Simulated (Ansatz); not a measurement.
Given:

CsSnI₃:
```xyz
20
Lattice="10.1219 0.0000 0.0000 0.0000 4.6090 0.0000 0.0000 0.0000 17.1839" Properties=species:S:1:pos:R:3 pbc="T T T"
Cs     9.2626     3.4567    11.5259
Cs     5.9202     1.1522     2.9340
Cs     4.2016     3.4567    14.2499
Cs     0.8593     1.1522     5.6579
I      5.4117     3.4567    10.6039
I      9.7712     1.1522     2.0120
I      0.3507     3.4567    15.1719
I      4.7102     1.1522     6.5800
I      1.6203     3.4567     8.5962
I      3.4406     1.1522     0.0043
I      6.6813     3.4567    17.1795
I      8.5016     1.1522     8.5876
I      2.0314     1.1522    12.2437
I      3.0295     3.4567     3.6518
I      7.0924     1.1522    13.5320
I      8.0905     3.4567     4.9401
Sn     3.4650     1.1522     9.6349
Sn     1.5959     3.4567     1.0430
Sn     8.5260     1.1522    16.1409
Sn     6.6568     3.4567     7.5490
```

This is the LDA-relaxed structure. Tensor components refer to the Cartesian frame of this cell.

Q: All from LDA in the plane-wave PAW code Ansatz, unless another level is named. Predict the electron effective mass.

A: 0.20, 0.84, 19 mₑ (principal values).

Q: What about the hole effective mass?

A: 0.50, 0.62, 0.67 mₑ (principal values).

Q: And the conduction-band minimum?

A: on the Γ–X line, 90 % of the way from Γ (k = 0.451, 0.000, 0.000 in fractions of the reciprocal vectors) (2 equivalent valleys).

Space group Pnma. Symmetry was held in the LDA relaxation. Scalar-relativistic: spin–orbit coupling is off unless named, which matters more the heavier the elements.

Potentials: the later of the program's two PAW sets.

Edges and masses are those of Kohn–Sham bands, whose gap is no quasiparticle gap.
